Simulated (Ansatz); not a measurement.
Si3Ge:
```
Si3Ge
1.0
    3.88616     0.00000     0.00000
    0.00000     3.88616     0.00000
    0.00000     0.00000     5.48865
Si Ge
3 1
Direct
  0.50000   0.00000   0.75487
  0.00000   0.00000   0.00000
  0.00000   0.50000   0.24513
  0.50000   0.50000   0.50000
```

Relaxed with r²SCAN. Special points in fractions of this cell's reciprocal vectors: Γ (0.000, 0.000, 0.000); X (0.000, 0.500, 0.000); M (0.500, 0.500, 0.000); Z (0.000, 0.000, 0.500); R (0.000, 0.500, 0.500); A (0.500, 0.500, 0.500).

### Question
List the band energies nearest the valence-band maximum at these points for r²SCAN with spin–orbit coupling in the plane-wave PAW code Ansatz.

### Answer
In eV from the valence-band maximum; about four levels below and three above (degenerate sets whole), none deeper than 8.9 eV; points with the same levels are listed once.

```tsv
k	below	above
Γ	-0.02 -0.02 0.00 0.00	0.81 0.81 0.98 0.98
X	-1.64 -1.64 -1.38 -1.38	2.40 2.40 2.79 2.79
M	-3.09 -3.09 -3.04 -3.04	0.52 0.52 0.98 0.98
Z	-1.99 -1.99 -1.92 -1.92	1.06 1.06 1.40 1.40
R	-1.35 -1.35 -1.20 -1.20	1.23 1.23 1.71 1.71
A	-4.07 -4.07 -4.01 -4.01	4.46 4.46 4.67 4.67 4.67 4.67
```

Space group P-4m2. The start of the workflow was typed in or built on a structure type; neither database checked (COD, Materials Project) lists it. Whether it is the stable phase at ambient conditions was not checked. The r²SCAN relaxation kept the symmetry of its start; whether a distortion lowers the energy is not shown.

Potentials: the later of the program's two PAW sets.
